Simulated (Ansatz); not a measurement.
Pd (simple cubic, Pm-3m) at seven volumes, PBE in the plane-wave PAW code Ansatz, scaled uniformly. One row is withheld.

| V (Å³/atom) | P (GPa) |
|---|---|
| 16.254 | 14.72 |
| 16.790 | ? |
| 17.326 | 3.99 |
| 17.862 | 0.00 |
| 18.398 | -3.28 |
| 18.934 | -6.00 |
| 19.470 | -8.23 |

Problem. Fit the shown pressures and predict the withheld one.

Solution. P = (3/2)B₀(x^(7/2) − x^(5/2))[1 + (3/4)(B′ − 4)(x − 1)] with x = (V₀/V)^(2/3). Least squares on the six rows gives V₀ = 17.862 Å³/atom, B₀ = 121 GPa, B′ = 5.44. At V = 16.790, x = 1.0421 and P = 8.86 GPa. The run itself gave 8.85 GPa.

A made-up cell: these elements were put on the sites of a structure type; neither database checked (COD, Materials Project) lists it. It is not the phase usual at ambient conditions (space group No. 225). The PBE relaxation kept the symmetry of its start; whether a distortion lowers the energy is not shown. The run is not spin-polarised.

Potentials: the earlier of the program's two PAW sets.
